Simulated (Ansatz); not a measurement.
**Fixed-spin-moment curve of CoGe**

The calculation used DFT r2SCAN, scalar-relativistic, plane waves, PAW (Ansatz).

```cif
data_structure
_symmetry_space_group_name_H-M 'P 1'
_symmetry_Int_Tables_number 1
_cell_length_a 4.0481
_cell_length_b 4.0481
_cell_length_c 4.0481
_cell_angle_alpha 40.325
_cell_angle_beta 40.325
_cell_angle_gamma 40.325
_cell_volume 25.05
loop_
_atom_site_label
_atom_site_type_symbol
_atom_site_fract_x
_atom_site_fract_y
_atom_site_fract_z
_atom_site_occupancy
Co1 Co 0.00000 0.00000 0.00000 1
Ge1 Ge 0.50000 0.50000 0.50000 1
```

* plane-wave cutoff: 500 eV
* Γ-centred k-mesh: 18×18×18
* occupation rule: Gaussian smearing, 0.1 eV

The total moment of the cell is held at each value, at fixed atoms.

Site moments are spin moments in atom-centred spheres that scale with the neighbour distance.

```
held moment (μB/cell) E above lowest (meV/atom) P (GPa) site moments (μB)
                 0.00                       20.9     -2.9      none over 0.05
                 0.38                        7.5     -2.2            Co +0.47
                 0.75                        0.0     -0.2            Co +0.85
                 1.12                        6.8      3.2            Co +1.19
                 1.50                       37.5      7.8            Co +1.50
                 1.88                      104.8     14.2  Co +1.79, Ge +0.06
```

Cost: 6 runs of about 10 core-minutes in all, on Arm Neoverse V2 (shared hosts).